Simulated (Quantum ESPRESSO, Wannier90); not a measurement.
# Wannier functions of RbHO (P2₁/m)

```
begin unit_cell_cart
ang
    4.1723600000    0.0000000000    0.0000000000
    0.0000000000    4.1562000000    0.0000000000
   -1.4556800000    0.0000000000    5.7717220000
end unit_cell_cart
begin atoms_frac
Rb   0.1733400000  0.2500000000  0.2882800000
Rb  -0.1733400000 -0.2500000000 -0.2882800000
H    0.4778500000  0.2500000000 -0.0776500000
H   -0.4778500000 -0.2500000000  0.0776500000
O    0.3290400000  0.2500000000 -0.2301100000
O   -0.3290400000 -0.2500000000  0.2301100000
end atoms_frac
```

Cell from Materials Project (mp-643043), symmetrised, no further relaxation. Not found in the COD (Crystallography Open Database) copy used; not checked further. Computed values, not measurements, from LDA: Quantum ESPRESSO (norm-conserving PseudoDojo potentials, cutoff 68 Ry, no spin polarisation, no spin-orbit coupling) on a Γ-centred 8×8×6 mesh, then Wannier90. Density: 8×8×6 mesh, cold smearing 0.01 Ry.

Bands 11-12 form an isolated set from -4.44 to -3.68 eV relative to the valence-band maximum (on the path) and are turned into 2 Wannier functions by minimising the spread from the start: SCDM (isolated).

**Question.** Where do the functions sit, how wide are they and what are they made of?

**Answer.** 
```csv
functions,spread (Å²),"nearest atom, distance (Å)","second atom, distance (Å)",weight on atomic waves
2,1.39,O 0.01,H 0.97,"O 2p 68 %, H 1s 13 %, O 2s 12 %"
```

Ω_I = 2.77 Å², Ω_total = 2.77 Å²; the interpolated bands follow pw.x to 0.0 meV rms on the path. Only this start was tried; a symmetric start can stop on a saddle, and mixtures of these functions could lower the total by at most Ω_total − Ω_I.
